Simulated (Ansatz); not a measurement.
# Antifluorite alloy of Mg2Si and Mg2Ge (6 of 32 Si sites exchanged), 96 atoms

Ansatz, PAW, plane waves. PBEsol relaxation of volume and atoms (shape held) at the single k point (¼, ¼, ¼) without its symmetry partners; single points on the relaxed atoms at the Γ point alone, onto which points of the small cell's zone fold. Arrangement: quasirandom. No spin–orbit coupling unless named.

Relaxed structure:

```
CELL_PARAMETERS angstrom
12.66345 0.00000 0.00000
0.00000 12.66345 0.00000
0.00000 0.00000 12.66345
ATOMIC_POSITIONS crystal
Mg 0.37499 0.12481 0.12461
Mg 0.37522 0.12435 0.62508
Mg 0.37592 0.62532 0.12519
Mg 0.37533 0.62522 0.62513
Mg 0.87515 0.12520 0.12513
Mg 0.87544 0.12524 0.62518
Mg 0.87455 0.62558 0.12560
Mg 0.87509 0.62523 0.62515
Mg 0.12494 0.37412 0.12507
Mg 0.12481 0.37564 0.62546
Mg 0.12481 0.87569 0.12547
Mg 0.12521 0.87513 0.62501
Mg 0.62570 0.37549 0.12479
Mg 0.62575 0.37568 0.62478
Mg 0.62515 0.87525 0.12525
Mg 0.62527 0.87496 0.62501
Mg 0.12503 0.12459 0.37482
Mg 0.12498 0.12511 0.87499
Mg 0.12463 0.62562 0.37560
Mg 0.12502 0.62526 0.87437
Mg 0.62584 0.12468 0.37527
Mg 0.62555 0.12473 0.87560
Mg 0.62542 0.62542 0.37544
Mg 0.62507 0.62509 0.87518
Mg 0.12504 0.12481 0.12487
Mg 0.12470 0.12472 0.62526
Mg 0.12457 0.62544 0.12547
Mg 0.12512 0.62506 0.62516
Mg 0.62542 0.12444 0.12446
Mg 0.62559 0.12455 0.62464
Mg 0.62507 0.62503 0.12520
Mg 0.62524 0.62502 0.62503
Mg 0.37566 0.37562 0.37545
Mg 0.37505 0.37539 0.87541
Mg 0.37537 0.87496 0.37512
Mg 0.37542 0.87538 0.87454
Mg 0.87536 0.37524 0.37530
Mg 0.87479 0.37467 0.87486
Mg 0.87539 0.87517 0.37533
Mg 0.87496 0.87524 0.87523
Mg 0.37497 0.37483 0.12422
Mg 0.37518 0.37582 0.62511
Mg 0.37558 0.87529 0.12527
Mg 0.37507 0.87476 0.62501
Mg 0.87461 0.37448 0.12549
Mg 0.87513 0.37509 0.62511
Mg 0.87492 0.87506 0.12519
Mg 0.87519 0.87501 0.62503
Mg 0.37529 0.12399 0.37481
Mg 0.37475 0.12450 0.87518
Mg 0.37550 0.62537 0.37537
Mg 0.37545 0.62468 0.87460
Mg 0.87539 0.12485 0.37501
Mg 0.87510 0.12518 0.87515
Mg 0.87504 0.62516 0.37532
Mg 0.87441 0.62529 0.87459
Mg 0.12425 0.37495 0.37509
Mg 0.12542 0.37451 0.87459
Mg 0.12505 0.87494 0.37489
Mg 0.12466 0.87560 0.87450
Mg 0.62568 0.37545 0.37536
Mg 0.62548 0.37521 0.87548
Mg 0.62541 0.87481 0.37495
Mg 0.62486 0.87495 0.87492
Si 0.99989 0.00013 0.00005
Si 0.00023 0.99996 0.50011
Si 0.99996 0.50023 0.50036
Si 0.50002 0.99984 0.99997
Si 0.50037 0.99971 0.50006
Si 0.50025 0.50004 0.00005
Si 0.50034 0.50036 0.50020
Si 0.25002 0.24984 0.99982
Si 0.25008 0.75000 0.50011
Si 0.75014 0.24998 0.00010
Si 0.75039 0.25001 0.50005
Si 0.74992 0.75022 0.00012
Si 0.75032 0.75009 0.50027
Si 0.25022 0.99992 0.24995
Si 0.25004 0.00007 0.74995
Si 0.25013 0.50026 0.75004
Si 0.75043 0.99998 0.25007
Si 0.75029 0.00008 0.75010
Si 0.75015 0.50031 0.25026
Si 0.75000 0.50008 0.75008
Si 0.00015 0.24976 0.25018
Si 0.00007 0.25006 0.75012
Si 0.99990 0.75025 0.25020
Si 0.99999 0.75012 0.74999
Si 0.50031 0.75005 0.25021
Si 0.50022 0.74997 0.74995
Ge 0.99995 0.50002 0.00006
Ge 0.25016 0.25003 0.50011
Ge 0.25005 0.75034 0.99990
Ge 0.24996 0.50017 0.25006
Ge 0.50049 0.25000 0.24999
Ge 0.50034 0.25003 0.75007
```

What are the mean bond lengths by pair (pairs within 1.2 times the sum of covalent radii, less contacts 15 % beyond the pair's median; cation–cation pairs of compounds aside; long ionic contacts are cut short by that bound)?

Ge–Mg 2.749 ± 0.002 Å (standard deviation, 48 bonds); Mg–Mg 3.166 ± 0.007 Å (standard deviation, 192 bonds); Mg–Si 2.740 ± 0.002 Å (standard deviation, 208 bonds).

What gap lies between the top filled and the lowest empty level in the single points?

HSE06 0.52 eV (36 s on NVIDIA GB200).
